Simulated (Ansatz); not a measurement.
**FeO (Fm-3m)**

Level of theory: PBEsol+U, U_eff = 5.0 eV (Dudarev form) on Fe d, fully localised double counting, collinear spin, scalar-relativistic, 420 eV, PAW set soft_2 (made for PBE), 8×8×8 mesh, Gaussian smearing of 0.05 eV; plane-wave PAW code Ansatz.

```
Fe O
1.0
     0.00000    2.15540    2.15540
     2.15540    0.00000    2.15540
     2.15540    2.15540    0.00000
Fe O
1 1
Direct
  0.00000 0.00000 0.00000
  0.50000 0.50000 0.50000
```

The structure is that of a cell as deposited in COD, unrelaxed.

Cell and atoms stay fixed. Atoms count from 1 in the text and from 0 in parts of the program's output.

Two runs on this cell converged from different starts. The ends of their outputs, energies left out (λ are the eigenvalues of a shell's occupation matrix):

Run A:

```
Magnetization: 4.0000 μB (13.0000 up, 9.0000 down)
Absolute magnetization: 4.0041 μB (∫|ρ↑−ρ↓|, with the PAW one-centre terms)
Per-site moments (μB) at R_I (Å): [(3.49063, 0.88910), (0.18913, 0.88910)]
Fermi energy:    13.957155 eV
--- Forces (eV/Å), atoms counted from 1 ---
  atom   1  Fe     0.00000000     0.00000000     0.00000000
  atom   2  O      0.00000000     0.00000000     0.00000000
--- Stress (GPa, compression-positive) ---
        5.286544      -2.379380      -2.379380
       -2.379380       5.286544      -2.379380
       -2.379380      -2.379380       5.286544
  P = ⅓ Tr σ = 5.2865 GPa (52.865 kbar)
--- Löwdin populations: 2 sites ---
  site symbol       q [e]    m [muB]
     0     Fe     14.7890     3.7258
     1      O      7.0791     0.2637
--- Occupation matrices: 1 shell (run DFT+U table (all-electron-ortho-atomic); ε = 1.32e-2) ---
  Fe0 d_3D up     Tr n = 4.9879  λ = 0.996 0.996 0.998 0.999 0.999
  Fe0 d_3D dn     Tr n = 1.2633  λ = 0.041 0.041 0.104 0.104 0.973
```

Run B:

```
Magnetization: 4.0000 μB (13.0000 up, 9.0000 down)
Absolute magnetization: 4.0003 μB (∫|ρ↑−ρ↓|, with the PAW one-centre terms)
Per-site moments (μB) at R_I (Å): [(3.47167, 0.88910), (0.18793, 0.88910)]
Fermi energy:    14.037641 eV
--- Forces (eV/Å), atoms counted from 1 ---
  atom   1  Fe     0.00000000     0.00000000     0.00000000
  atom   2  O      0.00000000     0.00000000     0.00000000
--- Stress (GPa, compression-positive) ---
       12.277565       0.000000       0.000000
        0.000000      -1.144091       0.000000
        0.000000       0.000000      12.277523
  P = ⅓ Tr σ = 7.8037 GPa (78.037 kbar)
--- Löwdin populations: 2 sites ---
  site symbol       q [e]    m [muB]
     0     Fe     14.7884     3.7265
     1      O      7.0817     0.2602
--- Occupation matrices: 1 shell (run DFT+U table (all-electron-ortho-atomic); ε = 5.91e-4) ---
  Fe0 d_3D up     Tr n = 4.9875  λ = 0.996 0.996 0.998 0.999 0.999
  Fe0 d_3D dn     Tr n = 1.2636  λ = 0.034 0.034 0.091 0.113 0.992
```

Problem. Which run lies higher in energy, by how much, and why?

Solution. Run B, by 33.0 meV/atom. Run B has 6 d electrons in filled orbitals, 4 of them unpaired, the high-spin filling, a gap of 0.82 eV and a whole-number cell moment of 4 μB, as a collinear insulator must have; run A has 6 d electrons in filled orbitals, 4 of them unpaired, the high-spin filling, a gap of 1.00 eV and a whole-number cell moment of 4 μB, as a collinear insulator must have. Run B kept 8 symmetry operations, run A 12. Both fill the same number of orbitals in each spin, so they differ in which orbitals are filled. With J = 0 the Hubbard energy is (U/2) Σ λ(1 − λ), a penalty on fractional natural occupations. The sums Σ λ(1 − λ) over the cell's shells are 0.30 for run A and 0.27 for run B, which at U/2 = 2.50 eV give 0.76 and 0.67 eV per cell. Of the difference of 0.066 eV per cell, the Hubbard term gives -0.086 eV and all other terms 0.152 eV, so the other terms decide the order against the Hubbard term. The other terms are taken on each state's own density, so they aren't the result of a run without U.

With one Fe ion in the cell, Fe moments can't oppose each other.

In the lower state the fixed cell carries a pressure of 5.3 GPa (the cell is smaller than this level of theory would relax to); relaxing would change energies and could change the order of close states.

Run B started from: random orbitals: single harmonics, lower spin (4+2 electrons), moments Fe1 2.00 μB, occupations held for 5 iterations. Run A started from atoms, default search, moments Fe1 4.00 μB. At this level the cell was started in 11 ways. Run A holds the lowest state found for this cell, which doesn't make it the ground state. U wasn't fitted or computed for this material, so the results show what this U gives and needn't match the real solid. Gaps are Kohn–Sham gaps over the k-mesh alone and may be smaller between its points.
